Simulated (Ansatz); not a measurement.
# Structure optimisation: palladium, hcp

Method: DFT, r2SCAN, plane waves (500 eV) with PAW, scalar-relativistic in Ansatz 0.2.0. The PAW files were generated under PBE, with cores re-solved for the functional.

k-point mesh 13×13×7, Fermi-Dirac smearing 0.05 eV, starting moments 0.50 ×2 μB. Cell and atoms relax.

Starting structure:

```
Pd
1.0
     2.75050    0.00000    0.00000
    -1.37525    2.38200    0.00000
     0.00000    0.00000    4.49157
Pd
2
Direct
  0.33333 0.66667 0.25000
  0.66667 0.33333 0.75000
```

Question: What cell does the relaxation end in?

Answer: P6_3/mmc (spin ignored) with a = 2.748 Å, c = 4.599 Å (c/a = 1.673); 15.04 Å³ per atom against 14.71 at the start (2.2 %).

Question: How much energy does the relaxation gain?

Answer: 6.8 meV per atom.

Path of the relaxation (the plane waves are chosen anew near the end, which can shift the energy a little):

```json
{"step": "0", "E − E(final) (meV/atom)": "6.85", "V (Å³/atom)": "14.714", "P (GPa)": "4.19", "max force (eV/Å)": "0.000"}
{"step": "1", "E − E(final) (meV/atom)": "3.56", "V (Å³/atom)": "15.285", "P (GPa)": "-2.85", "max force (eV/Å)": "0.000"}
{"step": "2", "E − E(final) (meV/atom)": "0.92", "V (Å³/atom)": "15.074", "P (GPa)": "-0.44", "max force (eV/Å)": "0.000"}
{"step": "3", "E − E(final) (meV/atom)": "0.65", "V (Å³/atom)": "15.035", "P (GPa)": "0.04", "max force (eV/Å)": "0.000"}
{"step": "4", "E − E(final) (meV/atom)": "0.64", "V (Å³/atom)": "15.039", "P (GPa)": "0.01", "max force (eV/Å)": "0.000"}
{"step": "5", "E − E(final) (meV/atom)": "0.00", "V (Å³/atom)": "15.039", "P (GPa)": "0.03", "max force (eV/Å)": "0.000"}
{"step": "6", "E − E(final) (meV/atom)": "0.01", "V (Å³/atom)": "15.041", "P (GPa)": "0.00", "max force (eV/Å)": "0.000"}
{"step": "7", "E − E(final) (meV/atom)": "0.00", "V (Å³/atom)": "15.041", "P (GPa)": "0.00", "max force (eV/Å)": "0.000"}
```

Question: Which magnetic state does it end in?

Answer: ferromagnetic, net 0.39 μB per atom; moments 0.41 ×2 μB.
